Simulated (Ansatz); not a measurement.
## BaCu3 in the AuCu3-type structure

Level of theory: DFT, PBE, scalar-relativistic, no spin polarisation; plane waves to 420 eV with PAW datasets (Ansatz 0.2.0), 8×8×8 k-mesh, Gaussian smearing of 0.05 eV; PAW files: Ansatz's generated set soft_2.

```
Ba Cu
1.0
     4.44997    0.00000    0.00000
     0.00000    4.44997    0.00000
     0.00000    0.00000    4.44997
Ba Cu
1 3
Direct
  0.00000 0.00000 0.00000
  0.00000 0.50000 0.50000
  0.50000 0.50000 0.00000
  0.50000 0.00000 0.50000
```

The start was a prototype's sites filled with these elements, not a measured cell.

Path: Γ–X–M–Γ–R–X | R–M, with Γ = (0.000, 0.000, 0.000), X = (0.000, 0.500, 0.000), M = (0.500, 0.500, 0.000), R = (0.500, 0.500, 0.500) in reciprocal vectors of the calculation's cell.

Problem. Is it a metal or an insulator, and if it has a gap, where are the band edges on this path?

Solution. A metal: bands cross the Fermi level.

Levels between -6 and 6 eV from the Fermi level at the path's named points:
```tsv
point	below E_F (eV)	above E_F (eV)
Γ	-5.47 -3.28 -3.28 -2.82 -2.82 -2.82 -2.69 -2.26 -2.26 -2.26 -1.89 -1.87 -1.87 -1.67 -1.67 -1.67	0.82 0.82 2.39 2.39 2.39 5.21 5.21 5.21 5.79 5.79 5.79
X	-3.36 -3.34 -2.74 -2.60 -2.57 -2.50 -2.32 -2.32 -2.30 -2.30 -2.15 -2.09 -2.09 -1.95 -1.93 -1.86 -1.67	1.30 1.30 1.30 2.62 5.15 5.15 5.24 5.28
M	-3.22 -2.61 -2.61 -2.48 -2.42 -2.30 -2.30 -2.29 -2.29 -2.26 -2.25 -2.20 -2.17 -2.01 -2.01 -1.95 -0.70 -0.27 -0.27	2.24 2.24 5.09 5.38 5.57 5.74 5.74
R	-3.43 -3.43 -3.43 -2.71 -2.42 -2.42 -2.42 -2.22 -2.22 -2.12 -2.12 -2.12 -1.78 -1.78 -1.78 -0.37 -0.37 -0.37 -0.29	2.16 2.16 2.16
```

The calculation's cell holds 67 valence electrons, an odd number. Without magnetic order each band takes two, so one stays part-filled and the crystal must be a metal. (Only strong correlation, outside this picture, could make a Mott insulator of it.)

Spin–orbit coupling, which matters for such heavy elements, is left out. A displaced or strained copy of the relaxed cell lay 3.7 meV/atom lower, so the structure isn't a true minimum at this level, unless the mesh, which matters in a metal, makes it so.
